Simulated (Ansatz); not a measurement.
**Ba: clamped-ion strain scan**

These are results of Ansatz, DFT LDA, scalar-relativistic, plane waves, PAW, not measurements. The runs took a 420 eV cutoff, a Γ-centred 14×14×14 mesh and Gaussian smearing (0.15 eV). No spin polarisation. Energies are free energies at this smearing, counted from the undisturbed cell; pressure is positive in compression.

Reference structure (as given, not relaxed at this level; it stands at -1.2 GPa):

```yaml
crystal:
  lattice:
    - [-2.50000, 2.50000, 2.50000]
    - [2.50000, -2.50000, 2.50000]
    - [2.50000, 2.50000, -2.50000]
  atoms:
    - { symbol: Ba, position: [0.00000, 0.00000, 0.00000] }
```

The cell is strained by ε times the Voigt pattern (1, -1, 0, 0, 0, 0) (xx, yy, zz, yz, xz, xy; engineering shear) with fractional coordinates fixed. The cell is metallic on the mesh throughout.

| ε | ΔE (meV/atom) | stress summed along the pattern (GPa, tension positive) | pressure (GPa) |
| --- | --- | --- | --- |
| -0.1000 | 11.4 | -0.85 | -1.1 |
| -0.0500 | 2.6 | -0.39 | -1.2 |
| 0.0000 | 0.0 | 0.00 | -1.2 |
| 0.0125 | 0.2 | 0.10 | -1.2 |
| 0.0250 | 0.7 | 0.19 | -1.2 |
| 0.0375 | 1.5 | 0.29 | -1.2 |
| 0.0625 | 4.1 | 0.49 | -1.2 |
| 0.0750 | 6.1 | 0.60 | -1.2 |
| 0.0875 | 8.5 | 0.72 | -1.1 |

By symmetry 0.1000 repeats -0.1000, -0.0750 repeats 0.0750, 0.0500 repeats -0.0500, -0.0250 repeats 0.0250 in energy, with the opposite slope along the path.